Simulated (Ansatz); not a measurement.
All numbers below come from Ansatz, DFT PBE, scalar-relativistic, plane waves, PAW. All cells share a 420 eV cutoff and Γ-centred k meshes spaced at most about 0.3 Å⁻¹ (about 0.25 or finer for metals, 2π included). No spin polarisation in the final relaxations.

All energies are static (0 K, no zero-point motion).

Two forms of TaNb₂N₃ were relaxed alike.

A.

```yaml
crystal:
  lattice:
    - [5.43694, 0.00000, 0.00000]
    - [-2.71847, 4.70853, 0.00000]
    - [0.00000, 0.00000, 2.86641]
  atoms:
    - { symbol: Ta, position: [0.00000, 0.00000, 0.00000] }
    - { symbol: Nb, position: [0.33333, 0.66667, 0.00000] }
    - { symbol: Nb, position: [0.66667, 0.33333, 0.00000] }
    - { symbol: N, position: [0.50000, 0.00000, 0.50000] }
    - { symbol: N, position: [0.50000, 0.50000, 0.50000] }
    - { symbol: N, position: [0.00000, 0.50000, 0.50000] }
```

B.

```yaml
crystal:
  lattice:
    - [2.51894, 1.45431, 4.32841]
    - [-2.51894, 1.45431, 4.32841]
    - [0.00000, -2.90862, 4.32841]
  atoms:
    - { symbol: Ta, position: [0.50000, 0.50000, 0.50000] }
    - { symbol: Nb, position: [0.73839, 0.73839, 0.73839] }
    - { symbol: Nb, position: [0.26161, 0.26161, 0.26161] }
    - { symbol: N, position: [0.00000, 0.00000, 0.50000] }
    - { symbol: N, position: [0.50000, 0.00000, 0.00000] }
    - { symbol: N, position: [0.00000, 0.50000, 0.00000] }
```

Question: Which is lower in energy, and by how much?

Answer: A is lower, by 0.40 eV/atom. A has space group P6/mmm (No. 191), 12.2 Å³/atom and no gap on its mesh; B has space group R-3m (No. 166), 15.9 Å³/atom and no gap. Counting N atoms around Nb and Ta (those within 1.25 times the shortest such distance or 1.15 times the sum of covalent radii; the shortest distance is added where it is long for a bond), A has Ta 12 from 3.1 Å, Nb 6 and B has Ta 6, Nb 3. The denser one is the lower, and pressure would at first widen the difference. In A, Ta has 2 Ta at 2.87 Å, 12 N at 3.07 Å and 6 Nb at 3.14 Å; around Nb lie 6 N at 2.13 Å, 2 Nb at 2.87 Å, 3 Ta at 3.14 Å and 3 Nb at 3.14 Å; N has 4 Nb at 2.13 Å, 6 N at 2.72–2.87 Å and 4 Ta at 3.07 Å. In B, Ta is surrounded by 6 N at 2.52 Å and 8 Nb at 3.10–3.16 Å; Nb has 3 N at 1.91 Å and 4 Ta at 3.10–3.16 Å; N has 2 Nb at 1.91 Å, 4 N at 2.52 Å and 2 Ta at 2.52 Å. Both come from invented guesses. A third cell relaxed alike, in P4/mmm, lies 0.58 eV/atom below the lower of the two.

These runs have no spin–orbit coupling, which can matter for Ta. Cells relaxed within their symmetry can be saddle points.
